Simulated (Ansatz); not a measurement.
This run works on a generated trial structure, not on a known crystal.

Input and command of a plane-wave DFT calculation in Ansatz:

```yaml
crystal:
  lattice:
    - [6.6797825305, 0.0, 0.0]
    - [0.0, 6.6797825305, 0.0]
    - [0.0, 0.0, 5.6196683727]
  atoms:
    - { symbol: Ta, position: [0.0, 0.0, 0.25] }
    - { symbol: Ta, position: [0.0, 0.0, 0.75] }
    - { symbol: In, position: [0.3399381108, 0.7872612304, 0.5] }
    - { symbol: In, position: [0.2127387696, 0.6600618892, 0.0] }
    - { symbol: In, position: [0.7872612304, 0.3399381108, 0.0] }
    - { symbol: In, position: [0.3399381108, 0.2127387696, 0.0] }
    - { symbol: In, position: [0.7872612304, 0.6600618892, 0.5] }
    - { symbol: In, position: [0.6600618892, 0.2127387696, 0.5] }
    - { symbol: In, position: [0.2127387696, 0.3399381108, 0.5] }
    - { symbol: In, position: [0.6600618892, 0.7872612304, 0.0] }
basis:
  ecutwfc: 500
kpoints:
  mp_grid: { grid: [6, 6, 6] }
hamiltonian:
  xc: r2scan
scf:
  occupations: { method: gaussian, width: 0.1 }
output:
  forces: true
  stress: true
  eigenvalues: true
```

```bash
ansatz run input.yaml --threads 1 --pin off --max-ram 2560MiB --backend cpu --events-out ev --progress --plain --runs-dir out
```

Processor: Arm Neoverse V2, 1 thread, on a host shared with other jobs.

Q: Estimate time, memory and problem size.

A: About 91 s, peak memory 1.3 GiB. It solves 78 bands at 40 k points (after reduction by symmetry) with about 6317 plane waves, in 9 SCF iterations.
